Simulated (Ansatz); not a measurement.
Trial structure of Si₄Ru, not yet relaxed:

```cif
data_structure
_symmetry_space_group_name_H-M 'P4/mmm'
_symmetry_Int_Tables_number 123
_cell_length_a 4.1412
_cell_length_b 4.1412
_cell_length_c 5.1732
_cell_angle_alpha 90.000
_cell_angle_beta 90.000
_cell_angle_gamma 90.000
_cell_volume 88.72
loop_
_atom_site_label
_atom_site_type_symbol
_atom_site_symmetry_multiplicity
_atom_site_Wyckoff_symbol
_atom_site_fract_x
_atom_site_fract_y
_atom_site_fract_z
_atom_site_occupancy
Si1 Si 2 h 0.50000 0.50000 0.84857 1
Si2 Si 2 g 0.00000 0.00000 0.33517 1
Ru1 Ru 1 d 0.50000 0.50000 0.50000 1
```

These are results of DFT PBE, scalar-relativistic, plane waves, PAW in Ansatz 0.2.0, not measurements. Cutoff 420 eV; k points 4×4×4 on the computed 5-atom cell (Γ-centred); Gaussian smearing, width 0.10 eV; no spin polarisation.

Energies over the elements count from the elements' standard structures at the same level, with no fitted energy shifts.

Question: What does a single point on this coarse mesh give?

Answer: The pressure is 76.8 GPa (the mean over three directions, positive in compression), the largest force is 20.43 eV/Å, and the energy is +4.46 eV/atom against the elements. The shortest distance is 1.57 Å, so close that the PAW spheres overlap strongly and these values are rough.

Question: Is it a good guess?

Answer: A poor one: relaxing gains about 4.4 eV/atom (the start's value is from the coarse mesh, so the gain is rough) in 32 ionic steps and ends at +0.10 eV/atom on the finer mesh. The symmetry stays P4/mmm (No. 123). The volume per atom shrinks by 16.4 %, from 17.7 to 14.8 Å³. The shortest distance goes from 1.57 Å (Si–Si) to 2.52 Å (Si–Si). The ratio c/a of the conventional cell changes by a factor of 2.17. Conventional cell: a = 3.014 Å, c = 8.165 Å. Around Si on its first site lie 5 Si at 2.52–2.53 Å, 1 Ru at 2.82 Å and 4 Si at 3.01 Å; Si on its second site is surrounded by 4 Si at 2.53 Å, 4 Ru at 2.58 Å and 5 Si at 2.91–3.01 Å; Ru has 8 Si at 2.58 Å, 2 Si at 2.82 Å and 4 Ru at 3.01 Å.

The last run used a 12×12×6 mesh (in the run's order of axes) for its 5-atom cell and Gaussian smearing of 0.10 eV. The relaxation can't lower the symmetry of the start, and the grade says only how near the guess is to its own end. A later test with randomly moved atoms came back to the same energy, though modes that don't fit the test's cell weren't probed. Another cell of Si4Ru relaxed alike, in P4/mmm, lies 0.30 eV/atom lower, so this cell isn't the stable form at this level.
